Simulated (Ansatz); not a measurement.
HfO2 (fluorite)

Space group Fm-3m (No. 225); a = b = c = 5.058 Å, α = β = γ = 90.00°

```json
[
 {"atom": "Hf", "site": "4a", "symmetry": "m-3m", "x": "0.0000", "y": "0.0000", "z": "0.0000"},
 {"atom": "O", "site": "8c", "symmetry": "-43m", "x": "0.2500", "y": "0.2500", "z": "0.2500"}
]
```
(The calculation used a cell of 3 atoms; values per cell refer to that cell.)

Two coordinates are scanned: the volume, and the ratio of the stretch along z (the conventional c axis) to the stretch across it. Atoms keep their fractional coordinates.

Calculation: r2SCAN (plane waves to 500 eV, PAW, scalar-relativistic; Ansatz, an electronic-structure program). k mesh 11×11×11 (Γ-centred), Fermi-Dirac smearing 0.05 eV. E stands for the smeared free energy. HfO2 is run without spin polarisation. HfO2 was relaxed with its symmetry unable to fall. Spin-orbit coupling is left out, though Hf is heavy. This is a high-temperature form of HfO2. ΔE is measured from the relaxed starting cell.

Task: Give the computed ΔE (eV/atom) at all points of the grid V/V₀ = 0.920, 0.960, 1.000, 1.040, 1.080 by (c/a)/(c/a)₀ = 0.920, 0.960, 1.000, 1.040, 1.080.

Result: ΔE (eV/atom), with V/V₀ across and (c/a)/(c/a)₀ down:

| (c/a)/(c/a)₀ \ V/V₀ | 0.920 | 0.960 | 1.000 | 1.040 | 1.080 |
|---|---|---|---|---|---|
| 0.920 | 0.1460 | 0.0933 | 0.0767 | 0.0894 | 0.1258 |
| 0.960 | 0.0861 | 0.0342 | 0.0184 | 0.0318 | 0.0690 |
| 1.000 | 0.0673 | 0.0157 | 0.0000 | 0.0136 | 0.0511 |
| 1.040 | 0.0847 | 0.0329 | 0.0171 | 0.0305 | 0.0678 |
| 1.080 | 0.1345 | 0.0823 | 0.0660 | 0.0791 | 0.1159 |

(A scan under strain: stresses follow from slopes of the energy per volume, elastic moduli from its curvatures.)
